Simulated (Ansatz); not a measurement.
The elements of this relaxed trial crystal are hidden behind letters.

```
lattice vectors (Å)
  -2.0043    2.0043    4.8444
   2.0043   -2.0043    4.8444
   2.0043    2.0043   -4.8444
fractional positions
X 0.2500 0.7500 0.5000
X 0.5000 0.5000 0.0000
Z 0.3750 0.1250 0.2500
Z 0.8750 0.1250 0.7500
Z 0.8750 0.1250 0.2500
Z 0.8750 0.6250 0.7500
```

All numbers below come from DFT PBE, scalar-relativistic, plane waves, PAW (Ansatz). Cutoff 420 eV, Γ-centred 14×14×14 mesh (6-atom cell), Gaussian smearing of 0.10 eV, no spin polarisation.

```
Space group                                 : I4_1/amd (No. 141)
Conventional cell                           : a = 4.009 Å, c = 9.689 Å
Volume per atom                             : 12.97 Å³
Density                                     : 5.51 g/cm³
Formation energy                            : −1.63 eV/atom
Gap on the 14×14×14 mesh of the 6-atom cell : 0 eV (a metal)
```

Energies are uncorrected and count from the elements' standard states at the same level.

Task: X is a d-block element of period 5 and Z is a p-block element of period 2. Which elements are they?

Result: X = Zr, Z = F, so the formula is ZrF2. Density times volume gives a mean mass of 5.51 × 12.97/1.6605 = 43.0 u per atom, and this set has 43.1 u. Zr is surrounded by 8 F at 2.55 Å and 4 Zr at 3.14 Å; F has 2 F at 2.00 Å and 4 Zr at 2.55 Å. Other sets within the hints have nearly the same mass, so mass alone doesn't settle it; this one was computed.

A structure relaxed within its symmetry needn't be a true minimum.
